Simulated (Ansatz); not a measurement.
Zr$_{5}$Ge$_{3}$:
```xyz
16
Lattice="8.0846 0.0000 0.0000 -4.0423 7.0014 0.0000 0.0000 0.0000 5.6150" Properties=species:S:1:pos:R:3 pbc="T T T"
Zr    -3.0156     5.2231     4.2112
Zr    -1.0267     1.7783     1.4037
Zr     2.0534     0.0000     1.4037
Zr     6.0311     0.0000     4.2112
Zr     1.0267     1.7783     4.2112
Zr     3.0156     5.2231     1.4037
Zr     0.0000     4.6676     2.8075
Zr     4.0423     2.3338     2.8075
Zr     4.0423     2.3338     0.0000
Zr     0.0000     4.6676     0.0000
Ge     3.1326     0.0000     4.2112
Ge     4.9519     0.0000     1.4037
Ge     1.5663     2.7129     1.4037
Ge     2.4760     4.2885     4.2112
Ge    -1.5663     2.7129     4.2112
Ge    -2.4760     4.2885     1.4037
```

Relaxed with r²SCAN.

Question: Map the valence electron density (e/Å³), cut off at 2 on the plane through (0.000, 0.746, 0.750) spanned by u = [1, 1, 0] and v = [1, -1, 0] in lattice vectors, from r²SCAN in the plane-wave PAW code Ansatz.

Answer: x is the fraction of u, y of v (the angle between them is 90°; rows are the nearest grid lines); atoms in the plane: Zr at (0.00, 0.00), Zr at (0.50, 0.50), Zr at (0.00, 0.75), Zr at (0.50, 0.25), Zr at (0.38, 0.87), Zr at (0.88, 0.37), Ge at (0.32, 0.07), Ge at (0.82, 0.57), Ge at (0.24, 0.37), Ge at (0.74, 0.87).
```
|9999721001112221110000000000000000279999|
|9963100000000111110000000111111110113799|
|1100000000012589974100001123443211101111|
|0000000000159999999810012599999962100000|
|1100000000013799985200001124664321100111|
|9999410000000000000000000000000000149999|
|9999720001111111100000000000000000279999|
|9984210113899999521100011100000000024899|
|0000000112599999421000000000011111100000|
|0000000000111111000000000011249999832100|
|0000000000000000001111000011399999972110|
|0000111000000001599999941011136998421100|
|0000000000000001499999951000000011000000|
|0000011234432111011110000000001258997410|
|2000113899999311000000000000013999999952|
|2000113999999421000000000000013999999962|
|0000001111111100135875210000000011221100|
|0000000000000002799999972000111111110000|
|0000010000000001599999951101124786321100|
|0000000000000000011221100011399999983110|
|0000000011123322110000000001123343211000|
|1110000113999999721100000000000000000111|
|9973100113999999621100011100000000013699|
|9999721001112221110000000000000000279999|
```
Scale: ten equal steps from 0.094 (start of '0') to 2.00 (end of '9'), in the order '0123456789'; x runs from 0.000 to 1.00, y from 0.000 (bottom) to 1.00 (top).

The density is the valence pseudo-density with augmentation charge, so density and ELF within about 1 Å of a nucleus are not all-electron values.

Space group P6_3/mcm. The first step of the workflow began from a Materials Project structure, measured or hypothetical; the Crystallography Open Database copy checked does not list it. Whether it is the stable phase at ambient conditions was not checked. The r²SCAN relaxation kept the symmetry of its start; whether a distortion lowers the energy is not shown. No spin polarisation was allowed.

Potentials: the later of the program's two PAW sets.
